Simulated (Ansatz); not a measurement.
A distorted cell of Se (trigonal-Se type, space group P3_121):

```
Se
1.0
    4.52940     0.00000     0.00000
   -2.26470     3.92257     0.00000
    0.00000     0.00000     5.04244
Se
3
Direct
  0.21841   0.00000   0.83333
  0.97636   0.20110   0.16667
  0.78159   0.78159   0.50000
```

Computed with PBE (plane waves to 420 eV, PAW, scalar-relativistic; Ansatz, an electronic-structure program). k mesh 7×7×5 (Γ-centred), Fermi-Dirac smearing 0.05 eV. Energies are smeared free energies. Stress and pressure are positive under compression. As the smearing reaches across the gap at some points, energies and forces of such displacements shift with the k mesh and the smearing. Se was relaxed with its symmetry unable to fall. The PAW data are Ansatz's earlier set.

Q: Predict the force on every atom, in eV/Å.

A: 
```tsv
atom	Fx	Fy	Fz
Se1	-0.077	-0.007	0.046
Se2	0.136	0.298	-0.186
Se3	-0.059	-0.291	0.140
```

Q: Give the stress tensor in GPa and the pressure.

A: 
```
   -0.1      0.1      0.2
    0.1      0.9     -0.6
    0.2     -0.6      0.6
```
The pressure, a third of the trace, is 0.5 GPa.

Q: In it atom 2 sits (-0.068, -0.068, 0.000) Å away from its relaxed site. What is its energy relative to the relaxed cell?

A: 15 meV/cell.

(For displaced atoms, the force is minus the slope of the energy, and its curvature is a force constant, which sets phonon frequencies.)
